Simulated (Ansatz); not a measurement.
# Phonon dispersion of TeO$_{5}$

Theory: DFT PBE, scalar-relativistic, plane waves, PAW in Ansatz 0.2.0. Settings: 420 eV plane-wave cutoff, Γ-centred 6×6×4 mesh, Gaussian smearing of 0.10 eV. No spin polarisation. Phonons by linear response, acoustic sum rule imposed.

Relaxed structure:
```
Te O
1.0
     5.19740    0.00000    0.00000
    -2.59870    4.50108    0.00000
     0.00000    0.00000   10.31055
Te O
2 10
Direct
  0.66667 0.33333 0.00000
  0.33333 0.66667 0.00000
  0.66667 0.33333 0.44105
  0.66667 0.33333 0.55895
  0.33333 0.66667 0.55895
  0.33333 0.66667 0.44105
  0.62140 0.62140 0.10765
  0.00000 0.62140 0.89235
  0.37860 0.00000 0.10765
  0.37860 0.37860 0.89235
  0.00000 0.37860 0.10765
  0.62140 0.00000 0.89235
```

The structure comes from a proposed guess, relaxed at this level; another structure or a mixture of phases may lie lower. In a metal, frequencies and elastic constants depend on the k mesh and the smearing, soft modes and shear constants most. Some empty bands missed the eigensolver's threshold. Spin–orbit coupling is left out, which matters for heavy elements. A semilocal functional can close a gap that the real compound has. No dispersion correction is applied, so modes and constants that involve weak contacts between layers, chains or molecules come out too soft.

Force constants from linear response on a 2×2×1 q mesh.

Q: Is the structure dynamically stable on this mesh?

A: No: at q = (0.000, -0.500, 0.000) a mode is imaginary, 184i cm⁻¹.

Q: Give the frequencies (cm⁻¹; i marks imaginary ones) at the irreducible q points, in fractions of the reciprocal vectors.

A:
```csv
q,star,frequencies
0.000 0.000 0.000,1,135i 135i 6i 6i 0 0 0 26 56 56 128 187 198 198 235 268 278 278 300 300 320 320 499 499 513 513 558 558 577 621 636 647 647 652 1359 1512
0.000 -0.500 0.000,3,184i 122i 120i 70i 42 49 59 69 71 89 193 198 200 211 233 242 250 269 281 309 344 360 495 495 535 552 569 594 611 619 628 643 648 658 1405 1445
```
